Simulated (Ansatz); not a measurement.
Cs₂ScAgCl₆:
```
Cs2ScAgCl6
1.0
    0.00000     5.23430     5.23430
    5.23430     0.00000     5.23430
    5.23430     5.23430     0.00000
Cs Sc Ag Cl
2 1 1 6
Direct
  0.75000   0.75000   0.75000
  0.25000   0.25000   0.25000
  0.00000   0.00000   0.00000
  0.50000   0.50000   0.50000
  0.76145   0.23855   0.23855
  0.23855   0.76145   0.76145
  0.23855   0.76145   0.23855
  0.76145   0.23855   0.76145
  0.23855   0.23855   0.76145
  0.76145   0.76145   0.23855
```

Relaxed with r²SCAN.

Task: Give the Bader charges and basin volumes of the independent atoms, DFT-r²SCAN in the program Ansatz with PAW potentials.

Result: 

```json
[
 {"atom": "Cs1", "Bader charge (e)": "+0.89", "Bader volume (Å³)": "37.1"},
 {"atom": "Sc3", "Bader charge (e)": "+2.01", "Bader volume (Å³)": "9.7"},
 {"atom": "Ag4", "Bader charge (e)": "+0.67", "Bader volume (Å³)": "19.1"},
 {"atom": "Cl5", "Bader charge (e)": "-0.74", "Bader volume (Å³)": "30.6"}
]
```

Space group Fm-3m. The workflow started from a Materials Project entry (that database holds measured and hypothetical structures alike); the Crystallography Open Database copy checked does not list it. Whether it is the stable phase at ambient conditions was not checked. The r²SCAN relaxation kept the symmetry of its start; whether a distortion lowers the energy is not shown. No spin polarisation was allowed. Scalar-relativistic: spin–orbit coupling is off unless named, which matters more the heavier the elements.

Potentials: the later of the program's two PAW sets.
